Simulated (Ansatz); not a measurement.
Rb (bcc (W type)), relaxed with r²SCAN+D4 (Ansatz, a first-principles code, plane waves, PAW): a = b = c = 5.723 Å, α = β = γ = 90.00°.

Problem. The same phase is relaxed and computed with r²SCAN in the same code. What is the cell now?

Solution. a = b = c = 5.7474 Å, α = β = γ = 90.00°.

All cells were relaxed under the symmetry of their starts (and spin orders); stability against distortions was not tested throughout. Scalar-relativistic: spin–orbit coupling is off unless named, which matters more the heavier the elements.

Potentials: the later of the program's two PAW sets.

Ansatz is a plane-wave DFT program.
